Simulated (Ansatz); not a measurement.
**Trial structures of Ga₂GeTeSe: starts and ends**

Method: DFT PBE, scalar-relativistic, plane waves, PAW (Ansatz 0.2.0). All cells share a 420 eV cutoff and Γ-centred k meshes spaced at most about 0.3 Å⁻¹ (about 0.25 or finer for metals, 2π included). No spin polarisation in the final relaxations.

Each guess was relaxed in cell and atoms at zero pressure, within the symmetry of its start. All energies are static (0 K, no zero-point motion). Coordination counts Se or Te atoms around Ga and Ge (for each partner element, those within 1.25 times its shortest distance or 1.15 times the sum of covalent radii, where it is the nearest in units of that sum or under 1.3; the shortest distance is added where it exceeds 1.18 times the sum of covalent radii; a slash parts the counts of unlike sites).

| guess | made from | start group | V start (Å³/atom) | end group | V end (Å³/atom) | coordination at the end | gap on mesh (eV) | E over the lowest end (meV/atom) |
| --- | --- | --- | --- | --- | --- | --- | --- | --- |
| 1 | random cell | Cmmm | 23.8 | Cmmm | 32.1 | Ga 1, Ge 2 | 0 | 384 |
| 2 | random cell | Pmmm | 28.8 | Pmmm | 55.8 | Ga 1, Ge 2 | 0 | 671 |
| 3 | CsHgBr2Cl type | P4/mmm | 23.7 | P4/mmm | 29.2 | Ga 2, Ge 2 | 0 | 312 |
| 4 | random cell | Cmmm | 25.6 | ? | ? | ? | ? | ? |
| 5 | random cell | P4mm | 26.7 | P4mm | 24.6 | Ga 4/4 from 3.4 Å, Ge 4 | 0 | 0 |

Guess 4 as it starts:

```cif
data_structure
_symmetry_space_group_name_H-M 'Cmmm'
_symmetry_Int_Tables_number 65
_cell_length_a 5.8786
_cell_length_b 8.1553
_cell_length_c 5.3422
_cell_angle_alpha 90.000
_cell_angle_beta 90.000
_cell_angle_gamma 90.000
_cell_volume 256.12
loop_
_atom_site_label
_atom_site_type_symbol
_atom_site_symmetry_multiplicity
_atom_site_Wyckoff_symbol
_atom_site_fract_x
_atom_site_fract_y
_atom_site_fract_z
_atom_site_occupancy
Ga1 Ga 4 j 0.50000 0.26338 0.50000 1
Ge1 Ge 2 a 0.00000 0.00000 0.00000 1
Te1 Te 2 d 0.00000 0.00000 0.50000 1
Se1 Se 2 c 0.50000 0.00000 0.50000 1
```

Q: Fill in the missing row: what does this guess relax into, and where does it rank?

A: It ends in space group Cmmm (No. 65), with a = 5.568 Å, b = 11.536 Å, c = 5.593 Å, 35.9 Å³/atom and no gap. It lies 0.49 eV/atom over the lowest end, above guess 1 and below guess 2. The shortest distance is 2.72 Å (Ga–Se) in this end and 2.61 Å (Ga–Ge) in the lowest (guess 5).

```xyz
5
Lattice="2.7841 -5.7678 0.0000 2.7841 5.7678 0.0000 0.0000 0.0000 5.5931" Properties=species:S:1:pos:R:3 pbc="T T T"
Ga    2.7841    2.7244    2.7966
Ga    2.7841   -2.7244    2.7966
Ge    0.0000    0.0000    0.0000
Te    0.0000    0.0000    2.7966
Se    2.7841    0.0000    2.7966
```

Formation energies are uncorrected and refer to the elements' standard structures at the same level.

Q: Is the lowest end bound against the elements?

A: Too close to call: its formation energy is −0.03 eV/atom. The formation energy is too near zero to say whether this cell lies below the elements.

No dispersion correction is applied, so the spacing and binding between layers, chains or molecules are poorly described (Pmmm), and this can change margins and order among such cells. Spin–orbit coupling, which can matter for Te, is left out. The reference forms of Se and Te are held partly by dispersion forces, which this level lacks. Cells relaxed within their symmetry can be saddle points. A lower structure may well exist outside this small set. Some structure types and database cells were kept out of the candidates from the start, so a known form may be missing.
